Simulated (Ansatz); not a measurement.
Elastic constants of Al2Ru: input and output

These are results of DFT LDA, scalar-relativistic, plane waves, PAW in Ansatz, not measurements.

Launched with:
```bash
ansatz run input.yaml --threads 1 --pin off --max-ram 3072MiB --backend cpu --events-out ev --progress --plain --runs-dir out
```

Input (bare energies are in eV):
```yaml
crystal:
  lattice:
    - [-1.5509858979, 1.5509858979, 4.1709706809]
    - [1.5509858979, -1.5509858979, 4.1709706809]
    - [1.5509858979, 1.5509858979, -4.1709706809]
  atoms:
    - { symbol: Al, position: [0.6589200178, 0.6589200178, 0.0] }
    - { symbol: Al, position: [0.3410799822, 0.3410799822, 0.0] }
    - { symbol: Ru, position: [0.0, 0.0, 0.0] }
basis:
  ecutwfc: 420
kpoints:
  mp_grid: { grid: [18, 18, 18] }
hamiltonian:
  xc: lda
scf:
  occupations: { method: fermi_dirac, width: 0.15 }
output:
  forces: true
  stress: true
  eigenvalues: true
elastic:
  mode: relaxed_ion
  amplitude: 0.005
  stencil: two_point
```

From the output:
```
--- Elastic constants: 4 strain directions × 2 members + reference (group order 16) ---
  dense FFT box of the reference and of every strained cell: 32×32×32
  strains applied: 11, 33, 23, 12; error gains: componentwise 1.00 (the most a stress slope's error grows in a printed constant), spectral 1.41 (1 for all six strains in a standard setting)
  reference relaxed by the batch: 2 steps; max|allowed force component| 5.39e-4 eV/Å at the deck's positions, 1.84e-5 at the last accepted step, 1.84e-5 by the solve of record
  largest displacement 2.6e-5 Å; the constants are those of the deck's cell at these positions:
  atoms:
    - { symbol: Al, position: [0.6589231320848556, 0.6589231320848556, -2.7486556678267287e-36] }
    - { symbol: Al, position: [0.3410768679151444, 0.3410768679151444, -8.084281375960977e-38] }
    - { symbol: Ru, position: [1.3538542337128947e-22, 1.3538542337128502e-22, 2.829498481586338e-36] }
  C = ∂σ_k/∂η_j (tension-positive GPa; Voigt order 11 22 33 23 13 12):
       307.544    133.602    124.078     -0.000      0.000      0.000
       133.602    307.544    124.078     -0.000      0.000      0.000
       124.100    124.100    295.786      0.000      0.000      0.000
         0.000      0.000      0.000    173.284      0.000      0.000
         0.000      0.000      0.000      0.000    173.284      0.000
         0.000      0.000     -0.000      0.000      0.000    134.545
  reference stress σ⁰ (GPa):     -0.002     -0.002     -0.002      0.000     -0.000     -0.000
  C* (energy form; C + prestress term) asymmetry max|C*_kj − C*_jk| = 2.209e-2 GPa — a small one proves nothing (zero by symmetry where the batch's group is 432, −43m or m−3m); a large one is finite-difference/SCF noise where every solve ...
  moduli (Voigt/Reuss/Hill, GPa): K = 186.05/185.86/185.95   G = 131.50/119.99/125.74   E = 307.84   ν = 0.224
  mechanically stable: yes (min eigenvalue of sym C = 134.55 GPa)
  the stresses are not corrected for the forces that the relaxations left standing (`elastic.f_tol`)
  strain η (Voigt 11):  stress-route row diagonal C_11 = 307.54 GPa, energy-path curvature d²(F+E_count+ΔE)/dδ²/Ω₀ = 307.52 GPa
         δ    σ_11 (GPa) F (eV) n_scf n_hpsi n_pw
    -5.000e-3      -1.5709       -6786.0881743       6  177614    795   relax 2 steps, max|allowed force component| 3.42e-5 eV/Å
     5.000e-3       1.5046       -6786.0882039       6  177458    806   relax 3 steps, max|allowed force component| 1.14e-8 eV/Å
  strain η (Voigt 33):  stress-route row diagonal C_33 = 295.79 GPa, energy-path curvature d²(F+E_count+ΔE)/dδ²/Ω₀ = 295.74 GPa
         δ    σ_33 (GPa) F (eV) n_scf n_hpsi n_pw
    -5.000e-3      -1.5198       -6786.0882077       6   98561    800   relax 3 steps, max|allowed force component| 3.87e-6 eV/Å
     5.000e-3       1.4381       -6786.0882429       6   98427    806   relax 3 steps, max|allowed force component| 7.01e-6 eV/Å
  strain η (Voigt 23):  stress-route row diagonal C_44 = 173.28 GPa, energy-path curvature d²(F+E_count+ΔE)/dδ²/Ω₀ = 173.29 GPa
         δ    σ_23 (GPa) F (eV) n_scf n_hpsi n_pw
    -5.000e-3      -0.8664       -6786.0886092       6  318046    802   relax 3 steps, max|allowed force component| 1.36e-8 eV/Å
     5.000e-3       0.8664       -6786.0886093       6  318167    802   relax 3 steps, max|allowed force component| 3.34e-6 eV/Å
  strain η (Voigt 12):  stress-route row diagonal C_66 = 134.55 GPa, energy-path curvature d²(F+E_count+ΔE)/dδ²/Ω₀ = 134.55 GPa
         δ    σ_12 (GPa) F (eV) n_scf n_hpsi n_pw
    -5.000e-3      -0.6727       -6786.0887307       6  177378    804   relax 2 steps, max|allowed force component| 2.77e-6 eV/Å
     5.000e-3       0.6727       -6786.0887307       6  177333    804   relax 2 steps, max|allowed force component| 2.77e-6 eV/Å
```

The run took 22 min on 1 thread of AMD EPYC (Zen 3), on a shared host, peak memory 1.2 GiB.

In a metal, frequencies and elastic constants depend on the k mesh and the smearing, soft modes and shear constants most.